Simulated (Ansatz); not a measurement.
Sn (space group I4/mmm)

```
CELL_PARAMETERS angstrom
     -3.99945     3.99945     2.31381
      3.99945    -3.99945     2.31381
      3.99945     3.99945    -2.31381
ATOMIC_POSITIONS crystal
  Sn 0.17843 0.17843 0.35686
  Sn 0.17843 0.82157 0.00000
  Sn 0.82157 0.17843 0.00000
  Sn 0.82157 0.82157 0.64314
```

The relaxed cell is deformed in two ways at once: its volume V is scaled, and at that volume it is stretched along z (the c axis of the conventional cell) so that c/a changes. Fractional atomic positions are held.

Method: PBEsol (plane waves to 420 eV, PAW, scalar-relativistic; Ansatz, a program for electronic structure). k mesh 12×12×12 (Γ-centred), Fermi-Dirac smearing 0.05 eV. Stress and pressure are positive under compression. As the atoms are clamped, bonds stretch with the cell, which overstates energies and stresses. With partly filled bands, the response to shear is sensitive to the k mesh, so small differences along c/a are uncertain. Sn was relaxed with its symmetry unable to fall. This is one of several known forms of Sn; the measured ambient cells at hand have space group No. 141 or 227. The last digit holds for this mesh only.

Changes of σzz (GPa) from the point V/V₀ = 1.000, (c/a)/(c/a)₀ = 1.000 when one coordinate moves alone (two changes are said to add if the coupling is within 5 % of the smaller one, nearly so within 20 %):

```
point                               change
----------------------------------  ------
V/V₀ = 1.000, (c/a)/(c/a)₀ = 0.920    4.78
V/V₀ = 1.000, (c/a)/(c/a)₀ = 0.947    3.07
V/V₀ = 1.000, (c/a)/(c/a)₀ = 0.973    1.47
V/V₀ = 0.960, (c/a)/(c/a)₀ = 1.000    1.75
V/V₀ = 0.973, (c/a)/(c/a)₀ = 1.000    1.12
V/V₀ = 0.987, (c/a)/(c/a)₀ = 1.000    0.54
V/V₀ = 1.013, (c/a)/(c/a)₀ = 1.000   -0.50
V/V₀ = 1.027, (c/a)/(c/a)₀ = 1.000   -0.95
V/V₀ = 1.040, (c/a)/(c/a)₀ = 1.000   -1.38
V/V₀ = 1.000, (c/a)/(c/a)₀ = 1.027   -1.31
V/V₀ = 1.000, (c/a)/(c/a)₀ = 1.053   -2.46
V/V₀ = 1.000, (c/a)/(c/a)₀ = 1.080   -3.49
```

What is the change at V/V₀ = 0.973, (c/a)/(c/a)₀ = 1.027, where both move, and how far is it from the sum?

The sum of the single changes is 1.12 + (-1.31) = -0.19; the calculation gives -0.31, so the coupling contributes -0.12 (under 20 % of the smaller single change, nearly additive).

What is the change at V/V₀ = 0.973, (c/a)/(c/a)₀ = 0.920, where both move, and how far is it from the sum?

The sum of the single changes is 1.12 + (4.78) = 5.90; the calculation gives 6.30, so the coupling contributes 0.40 (over 20 % of the smaller single change, not additive).

(Under strain, the slope of the energy per volume gives the stress and its curvature an elastic modulus.)
